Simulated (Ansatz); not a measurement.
Bands of SnO$_{2}$

```xyz
6
Lattice="4.7374 0.0000 0.0000 0.0000 4.7374 0.0000 0.0000 0.0000 3.1864" Properties=species:S:1:pos:R:3 pbc="T T T"
Sn    0.0000    0.0000    0.0000
Sn    2.3687    2.3687    1.5932
O     1.4478    1.4478    0.0000
O     0.9208    3.8165    1.5932
O     3.2895    3.2895    0.0000
O     3.8165    0.9208    1.5932
```

Atoms are numbered in the order listed.

The conventional cell has a = 4.737 Å, b = 4.737 Å, c = 3.186 Å, α = 90.00°, β = 90.00°, γ = 90.00°. Around Sn (atom 1) lie 6 O at 2.05 to 2.06 Å. O (atom 3) is surrounded by 3 Sn at 2.05 to 2.06 Å.

Structure: COD 2101853, as refined from experiment and not relaxed.

Spin–orbit coupling is left out, though it moves levels of the heavy atoms by tenths of an eV or more.

Level of theory: DFT, LDA, all-electron LAPW, scalar-relativistic in Ansatz 0.2.0.

Settings: a Γ-centred 4×4×6 k mesh, Fermi–Dirac smearing of 0.03 eV, basis error target 1 meV/atom, no spin polarisation.

Points in fractions of the reciprocal vectors of this cell: Γ (0, 0, 0), X (0, 0.5, 0), M (0.5, 0.5, 0), Z (0, 0, 0.5), R (0, 0.5, 0.5), A (0.5, 0.5, 0.5). The path joins them by straight lines in the order Γ–X–M–Γ–Z–R–A–Z–X; legs that retrace an earlier one aren't tabulated. Energies are in eV from the top of the valence band.

Task: Metal or insulator at this level of theory?

Result: An insulator or semiconductor: gap 1.11 eV, direct at Γ.

Task: Tabulate bands 45 to 51, counted from the lowest band of the run, along the path.

Result: 
```json
{"k (1/Å)": "0.00", "point": "Γ", "band 45": "-1.27", "band 46": "-0.81", "band 47": "-0.81", "band 48": "0.00", "band 49": "1.11", "band 50": "5.96", "band 51": "6.09"}
{"k (1/Å)": "0.09", "point": "", "band 45": "-1.26", "band 46": "-0.94", "band 47": "-0.80", "band 48": "-0.03", "band 49": "1.27", "band 50": "5.89", "band 51": "6.11"}
{"k (1/Å)": "0.19", "point": "", "band 45": "-1.25", "band 46": "-1.24", "band 47": "-0.79", "band 48": "-0.11", "band 49": "1.65", "band 50": "5.77", "band 51": "6.18"}
{"k (1/Å)": "0.28", "point": "", "band 45": "-1.25", "band 46": "-1.23", "band 47": "-0.77", "band 48": "-0.23", "band 49": "2.15", "band 50": "5.61", "band 51": "6.29"}
{"k (1/Å)": "0.38", "point": "", "band 45": "-1.25", "band 46": "-1.22", "band 47": "-0.75", "band 48": "-0.37", "band 49": "2.69", "band 50": "5.39", "band 51": "6.44"}
{"k (1/Å)": "0.47", "point": "", "band 45": "-1.24", "band 46": "-1.22", "band 47": "-0.72", "band 48": "-0.49", "band 49": "3.24", "band 50": "5.10", "band 51": "6.61"}
{"k (1/Å)": "0.57", "point": "", "band 45": "-1.23", "band 46": "-1.22", "band 47": "-0.69", "band 48": "-0.59", "band 49": "3.78", "band 50": "4.73", "band 51": "6.76"}
{"k (1/Å)": "0.66", "point": "X", "band 45": "-1.22", "band 46": "-1.22", "band 47": "-0.65", "band 48": "-0.65", "band 49": "4.28", "band 50": "4.28", "band 51": "6.85"}
{"k (1/Å)": "0.76", "point": "", "band 45": "-1.23", "band 46": "-1.23", "band 47": "-0.66", "band 48": "-0.66", "band 49": "4.30", "band 50": "4.30", "band 51": "6.88"}
{"k (1/Å)": "0.85", "point": "", "band 45": "-1.25", "band 46": "-1.25", "band 47": "-0.70", "band 48": "-0.70", "band 49": "4.36", "band 50": "4.36", "band 51": "6.95"}
{"k (1/Å)": "0.95", "point": "", "band 45": "-1.27", "band 46": "-1.27", "band 47": "-0.76", "band 48": "-0.76", "band 49": "4.44", "band 50": "4.44", "band 51": "7.04"}
{"k (1/Å)": "1.04", "point": "", "band 45": "-1.30", "band 46": "-1.30", "band 47": "-0.82", "band 48": "-0.82", "band 49": "4.53", "band 50": "4.53", "band 51": "7.15"}
{"k (1/Å)": "1.14", "point": "", "band 45": "-1.32", "band 46": "-1.32", "band 47": "-0.87", "band 48": "-0.87", "band 49": "4.61", "band 50": "4.61", "band 51": "7.24"}
{"k (1/Å)": "1.23", "point": "", "band 45": "-1.34", "band 46": "-1.34", "band 47": "-0.91", "band 48": "-0.91", "band 49": "4.67", "band 50": "4.67", "band 51": "7.30"}
{"k (1/Å)": "1.33", "point": "M", "band 45": "-1.35", "band 46": "-1.35", "band 47": "-0.92", "band 48": "-0.92", "band 49": "4.69", "band 50": "4.69", "band 51": "7.32"}
{"k (1/Å)": "1.46", "point": "", "band 45": "-1.34", "band 46": "-1.33", "band 47": "-0.91", "band 48": "-0.88", "band 49": "4.55", "band 50": "4.75", "band 51": "7.27"}
{"k (1/Å)": "1.59", "point": "", "band 45": "-1.33", "band 46": "-1.28", "band 47": "-0.89", "band 48": "-0.76", "band 49": "4.15", "band 50": "4.90", "band 51": "7.11"}
{"k (1/Å)": "1.73", "point": "", "band 45": "-1.32", "band 46": "-1.24", "band 47": "-0.87", "band 48": "-0.59", "band 49": "3.55", "band 50": "5.13", "band 51": "6.86"}
{"k (1/Å)": "1.86", "point": "", "band 45": "-1.30", "band 46": "-1.22", "band 47": "-0.84", "band 48": "-0.39", "band 49": "2.82", "band 50": "5.37", "band 51": "6.60"}
{"k (1/Å)": "2.00", "point": "", "band 45": "-1.28", "band 46": "-1.22", "band 47": "-0.82", "band 48": "-0.20", "band 49": "2.06", "band 50": "5.62", "band 51": "6.37"}
{"k (1/Å)": "2.13", "point": "", "band 45": "-1.25", "band 46": "-1.04", "band 47": "-0.81", "band 48": "-0.05", "band 49": "1.41", "band 50": "5.83", "band 51": "6.17"}
{"k (1/Å)": "2.26", "point": "Γ", "band 45": "-1.27", "band 46": "-0.81", "band 47": "-0.81", "band 48": "0.00", "band 49": "1.11", "band 50": "5.96", "band 51": "6.09"}
{"k (1/Å)": "2.40", "point": "", "band 45": "-1.49", "band 46": "-0.78", "band 47": "-0.78", "band 48": "-0.04", "band 49": "1.48", "band 50": "6.07", "band 51": "6.32"}
{"k (1/Å)": "2.55", "point": "", "band 45": "-2.00", "band 46": "-0.78", "band 47": "-0.78", "band 48": "-0.18", "band 49": "2.30", "band 50": "6.35", "band 51": "6.92"}
{"k (1/Å)": "2.69", "point": "", "band 45": "-2.38", "band 46": "-0.83", "band 47": "-0.83", "band 48": "-0.39", "band 49": "3.22", "band 50": "6.64", "band 51": "7.74"}
{"k (1/Å)": "2.83", "point": "", "band 45": "-2.67", "band 46": "-0.93", "band 47": "-0.93", "band 48": "-0.66", "band 49": "4.09", "band 50": "6.77", "band 51": "8.51"}
{"k (1/Å)": "2.97", "point": "", "band 45": "-2.39", "band 46": "-1.07", "band 47": "-1.07", "band 48": "-0.99", "band 49": "4.85", "band 50": "6.67", "band 51": "8.63"}
{"k (1/Å)": "3.11", "point": "", "band 45": "-2.06", "band 46": "-1.35", "band 47": "-1.21", "band 48": "-1.21", "band 49": "5.47", "band 50": "6.39", "band 51": "8.98"}
{"k (1/Å)": "3.25", "point": "Z", "band 45": "-1.71", "band 46": "-1.71", "band 47": "-1.28", "band 48": "-1.28", "band 49": "5.98", "band 50": "5.98", "band 51": "9.49"}
{"k (1/Å)": "3.34", "point": "", "band 45": "-1.69", "band 46": "-1.69", "band 47": "-1.27", "band 48": "-1.27", "band 49": "5.99", "band 50": "5.99", "band 51": "9.38"}
{"k (1/Å)": "3.44", "point": "", "band 45": "-1.63", "band 46": "-1.63", "band 47": "-1.26", "band 48": "-1.26", "band 49": "6.02", "band 50": "6.02", "band 51": "9.10"}
{"k (1/Å)": "3.53", "point": "", "band 45": "-1.53", "band 46": "-1.53", "band 47": "-1.20", "band 48": "-1.20", "band 49": "6.06", "band 50": "6.06", "band 51": "8.77"}
{"k (1/Å)": "3.63", "point": "", "band 45": "-1.39", "band 46": "-1.39", "band 47": "-1.08", "band 48": "-1.08", "band 49": "6.12", "band 50": "6.12", "band 51": "8.43"}
{"k (1/Å)": "3.72", "point": "", "band 45": "-1.25", "band 46": "-1.25", "band 47": "-0.92", "band 48": "-0.92", "band 49": "6.18", "band 50": "6.18", "band 51": "8.13"}
{"k (1/Å)": "3.82", "point": "", "band 45": "-1.16", "band 46": "-1.16", "band 47": "-0.78", "band 48": "-0.78", "band 49": "6.23", "band 50": "6.23", "band 51": "7.92"}
{"k (1/Å)": "3.91", "point": "R", "band 45": "-1.13", "band 46": "-1.13", "band 47": "-0.73", "band 48": "-0.73", "band 49": "6.25", "band 50": "6.25", "band 51": "7.84"}
{"k (1/Å)": "4.01", "point": "", "band 45": "-1.12", "band 46": "-1.12", "band 47": "-0.76", "band 48": "-0.76", "band 49": "6.11", "band 50": "6.11", "band 51": "7.96"}
{"k (1/Å)": "4.10", "point": "", "band 45": "-1.08", "band 46": "-1.08", "band 47": "-0.85", "band 48": "-0.85", "band 49": "5.79", "band 50": "5.79", "band 51": "8.19"}
{"k (1/Å)": "4.20", "point": "", "band 45": "-1.03", "band 46": "-1.03", "band 47": "-0.98", "band 48": "-0.98", "band 49": "5.42", "band 50": "5.42", "band 51": "8.41"}
{"k (1/Å)": "4.29", "point": "", "band 45": "-1.07", "band 46": "-1.07", "band 47": "-0.97", "band 48": "-0.97", "band 49": "5.09", "band 50": "5.09", "band 51": "8.56"}
{"k (1/Å)": "4.39", "point": "", "band 45": "-1.05", "band 46": "-1.05", "band 47": "-0.91", "band 48": "-0.91", "band 49": "4.84", "band 50": "4.84", "band 51": "8.62"}
{"k (1/Å)": "4.48", "point": "", "band 45": "-1.00", "band 46": "-1.00", "band 47": "-0.86", "band 48": "-0.86", "band 49": "4.68", "band 50": "4.68", "band 51": "8.64"}
{"k (1/Å)": "4.58", "point": "A", "band 45": "-0.98", "band 46": "-0.98", "band 47": "-0.85", "band 48": "-0.85", "band 49": "4.62", "band 50": "4.62", "band 51": "8.64"}
{"k (1/Å)": "4.71", "point": "", "band 45": "-1.03", "band 46": "-1.01", "band 47": "-0.89", "band 48": "-0.87", "band 49": "4.72", "band 50": "4.75", "band 51": "8.54"}
{"k (1/Å)": "4.84", "point": "", "band 45": "-1.14", "band 46": "-1.09", "band 47": "-1.02", "band 48": "-0.93", "band 49": "4.96", "band 50": "5.12", "band 51": "8.26"}
{"k (1/Å)": "4.98", "point": "", "band 45": "-1.22", "band 46": "-1.19", "band 47": "-1.02", "band 48": "-1.01", "band 49": "5.28", "band 50": "5.69", "band 51": "7.93"}
{"k (1/Å)": "5.11", "point": "", "band 45": "-1.37", "band 46": "-1.32", "band 47": "-1.17", "band 48": "-1.11", "band 49": "5.59", "band 50": "6.17", "band 51": "7.83"}
{"k (1/Å)": "5.25", "point": "", "band 45": "-1.55", "band 46": "-1.53", "band 47": "-1.32", "band 48": "-1.20", "band 49": "5.81", "band 50": "6.21", "band 51": "8.31"}
{"k (1/Å)": "5.38", "point": "", "band 45": "-1.67", "band 46": "-1.66", "band 47": "-1.29", "band 48": "-1.26", "band 49": "5.94", "band 50": "6.05", "band 51": "9.06"}
{"k (1/Å)": "5.51", "point": "Z", "band 45": "-1.71", "band 46": "-1.71", "band 47": "-1.28", "band 48": "-1.28", "band 49": "5.98", "band 50": "5.98", "band 51": "9.49"}
{"k (1/Å)": "5.68", "point": "", "band 45": "-2.03", "band 46": "-1.33", "band 47": "-1.22", "band 48": "-1.20", "band 49": "5.49", "band 50": "6.39", "band 51": "8.92"}
{"k (1/Å)": "5.85", "point": "", "band 45": "-2.21", "band 46": "-1.10", "band 47": "-1.01", "band 48": "-0.95", "band 49": "4.94", "band 50": "6.65", "band 51": "8.55"}
{"k (1/Å)": "6.02", "point": "", "band 45": "-1.99", "band 46": "-0.98", "band 47": "-0.90", "band 48": "-0.63", "band 49": "4.38", "band 50": "6.62", "band 51": "8.56"}
{"k (1/Å)": "6.19", "point": "", "band 45": "-1.69", "band 46": "-1.01", "band 47": "-0.88", "band 48": "-0.49", "band 49": "3.96", "band 50": "6.21", "band 51": "7.96"}
{"k (1/Å)": "6.36", "point": "", "band 45": "-1.50", "band 46": "-1.38", "band 47": "-0.79", "band 48": "-0.52", "band 49": "3.80", "band 50": "5.55", "band 51": "7.35"}
{"k (1/Å)": "6.53", "point": "", "band 45": "-1.34", "band 46": "-1.30", "band 47": "-0.71", "band 48": "-0.60", "band 49": "3.92", "band 50": "4.85", "band 51": "6.96"}
{"k (1/Å)": "6.70", "point": "X", "band 45": "-1.22", "band 46": "-1.22", "band 47": "-0.65", "band 48": "-0.65", "band 49": "4.28", "band 50": "4.28", "band 51": "6.85"}
```

Kohn–Sham gaps of semilocal functionals usually fall short of measured ones.
